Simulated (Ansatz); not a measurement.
As:
```yaml
crystal:
  lattice:
    - [-3.45357, 3.45357, 3.45357]
    - [3.45357, -3.45357, 3.45357]
    - [3.45357, 3.45357, -3.45357]
  atoms:
    - { symbol: As, position: [0.00000, 0.25000, 0.50000] }
    - { symbol: As, position: [0.25000, 0.50000, 0.00000] }
    - { symbol: As, position: [0.50000, 0.00000, 0.25000] }
    - { symbol: As, position: [0.25000, 0.25000, 0.25000] }
```

Relaxed with PBEsol. Special points in fractions of this cell's reciprocal vectors: Γ (0.000, 0.000, 0.000); H (0.500, -0.500, 0.500); N (0.000, 0.000, 0.500); P (0.250, 0.250, 0.250).

Q: List the band energies nearest the Fermi level at these points for plane-wave PAW PBEsol (Ansatz code).

A: In eV from the Fermi level; about four levels below and three above (degenerate sets whole), none deeper than 8.9 eV; points with the same levels are listed once.

```json
[
 {"k": "Γ", "below": "-4.38 -4.38 -1.64 -1.64 -1.64", "above": "1.03 1.03 1.03"},
 {"k": "H", "below": "-0.69 -0.08 -0.08 -0.08", "above": "1.91 1.91 1.91"},
 {"k": "N", "below": "-1.52 -1.49 -1.42 -0.85", "above": "0.28 1.52 3.41"},
 {"k": "P", "below": "-2.26 -2.26 -0.52 -0.52", "above": "0.85 0.85 3.50 3.50"}
]
```

Space group I4_132. The start of the workflow was typed in or built on a structure type; neither database checked (COD, Materials Project) lists it. It is not the phase usual at ambient conditions (space group No. 166). Symmetry was held in the PBEsol relaxation. At this level the phase is dynamically unstable (imaginary phonons). The volume moved by 54 % from the start of the relaxation. Scalar-relativistic: spin–orbit coupling is off unless named, which matters more the heavier the elements.

Potentials: the later of the program's two PAW sets.
